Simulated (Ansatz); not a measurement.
Here is an unrelaxed guess for Li3ScCl3.

```xyz
14
Lattice="3.5061 0.0000 0.0000 -1.7530 3.0364 0.0000 0.0000 0.0000 17.1850" Properties=species:S:1:pos:R:3 pbc="T T T"
Li    0.0000    0.0000   13.9628
Li    0.0000    0.0000    5.3703
Li    0.0000    2.0242   16.8275
Li    1.7530    1.0121    8.2350
Li    0.0000    2.0242   11.0981
Li    1.7530    1.0121    2.5056
Sc    0.0000    2.0242    4.2962
Sc    1.7530    1.0121   12.8887
Cl    0.0000    0.0000   11.8147
Cl    0.0000    0.0000    3.2222
Cl    0.0000    2.0242   14.6794
Cl    1.7530    1.0121    6.0869
Cl    0.0000    2.0242    8.9499
Cl    1.7530    1.0121    0.3574
```

Level of theory: Ansatz 0.2.0, DFT PBE, scalar-relativistic, plane waves, PAW. Settings: cutoff 420 eV, Γ-centred mesh 6×6×1 on the computed 14-atom cell, Gaussian smearing of 0.10 eV; no spin polarisation.

The zero of energy is the elements' standard structures at the same level (Cl₂ as a molecule); no fitted shifts are applied.

Q: Estimate its pressure, forces and energy as it stands.

A: The pressure is 29.0 GPa (the mean over three directions, positive in compression), the largest force is 2.71 eV/Å, and the energy is −0.51 eV/atom against the elements. The shortest distance is 2.15 Å.

Q: How much does it gain on relaxing, and where does it end?

A: Relaxing gains about 0.82 eV/atom (the start's value is from the coarse mesh, so the gain is rough) in 25 ionic steps and ends at −1.33 eV/atom on the finer mesh. The symmetry stays P6_3mc (No. 186). The volume per atom grows by 60.1 %, from 13.1 to 20.9 Å³. The shortest distance goes from 2.15 Å (Li–Cl) to 2.27 Å (Li–Cl). The ratio c/a of the conventional cell changes by a factor of 1.47. Conventional cell: a = 3.610 Å, c = 25.947 Å. Li on its first site is surrounded by 3 Cl at 2.38 Å; Sc has 3 Cl at 3.04 Å; Cl on its first site has 3 Li at 2.37 Å and 3 Sc at 3.04 Å; 4 more sites not described.

The last run used collinear spin, a 12×12×2 mesh (in the run's order of axes) for its 14-atom cell and Gaussian smearing of 0.10 eV. Another magnetic order may lie lower. The relaxation can't lower the symmetry of the start. A structure relaxed within its symmetry needn't be a true minimum.
